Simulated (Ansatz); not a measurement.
CrN in space group P-6m2 (No. 187; Cr on 1f, N on 1c) at seven volumes, plane-wave PAW HSE06 (Ansatz code), shape and atoms relaxed at each. One row is withheld.

```csv
V (Å³/atom),P (GPa)
6.989,48.14
7.219,?
7.450,13.55
7.680,0.00
7.911,-11.55
8.141,-21.38
8.371,-29.74
```

Fit the shown pressures and predict the withheld one.

P = (3/2)B₀(x^(7/2) − x^(5/2))[1 + (3/4)(B′ − 4)(x − 1)] with x = (V₀/V)^(2/3). Least squares on the six rows gives V₀ = 7.680 Å³/atom, B₀ = 416 GPa, B′ = 4.33. At V = 7.219, x = 1.0421 and P = 29.45 GPa. The run itself gave 29.46 GPa.

The first step of the workflow began from a Materials Project structure, measured or hypothetical; the Crystallography Open Database copy checked does not list it. COD files the formula under space group No. 225, so this cell is another polymorph or a model. Whether it is the stable phase at ambient conditions was not checked. The cell was relaxed with HSE06 under the symmetry of its start; its stability against distortions is not shown here. The workflow began spin-polarised and lost its moments. The cell computed holds one magnetic atom, so no antiferromagnetic order was within reach. The hybrid run found no gap, on a coarse k-mesh.

Potentials: the later of the program's two PAW sets.
